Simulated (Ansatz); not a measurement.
CoSi₂ (fluorite type, space group Fm-3m)

```
CoSi2
1.0
    0.00000     5.36034     5.36034
    2.68017     0.00000     2.68017
    2.68017     2.68017     0.00000
Co Si
2 4
Direct
  0.00000   0.00000   0.00000
  0.50000   0.00000   0.00000
  0.12500   0.25000   0.25000
  0.62500   0.25000   0.25000
  0.37500   0.75000   0.75000
  0.87500   0.75000   0.75000
```

In this cell atom 5 (Si, nearest neighbour Co at 2.321 Å; its periodic images, 3.8 Å or more away, move with it) is moved by s along Cartesian x, unit vector (1.000, 0.000, 0.000); all other atoms and the cell stay fixed.

These are PBE (plane waves to 420 eV, PAW, scalar-relativistic; Ansatz, an electronic-structure program) values and carry that method's errors. k mesh 6×12×12 (Γ-centred), Fermi-Dirac smearing 0.05 eV. Energies are smeared free energies. With partly filled bands, energies and forces of such displacements shift with the k mesh and the smearing. CoSi2 is run without spin polarisation. CoSi2 was relaxed with its symmetry unable to fall. The PAW data are Ansatz's earlier set. ΔE is measured from the undisplaced structure. The last digit holds for this mesh only.

| s (Å) | ΔE (meV/cell) |
|---|---|
| -0.460 | 1112.9 |
| -0.368 | 683.8 |
| -0.276 | 373.6 |
| -0.184 | 162.8 |
| -0.092 | 40.1 |
| 0.000 | 0.0 |
| 0.092 | 39.6 |
| 0.184 | 159.8 |
| 0.276 | 364.9 |
| 0.368 | withheld |
| 0.460 | 1076.4 |

**Question.** Fit a polynomial form (powers 2, 3, 4) to the given rows and predict ΔE at s = 0.368.

**Answer.** Least squares on the 10 given rows: ΔE = (4663)·s² + (-185.9)·s³ + (2409)·s⁴, in meV/cell with s in Å; root-mean-square residual 0.55 meV/cell. At 0.368 the fit gives 666.4 meV/cell; the calculation gives 665.1 meV/cell, so the interpolation is off by 1.3 (+0.2 %). The quadratic term alone would give 631.5 meV/cell.

(A displaced cell: forces are minus the slopes of the energy, force constants its curvatures, and phonons follow from these.)
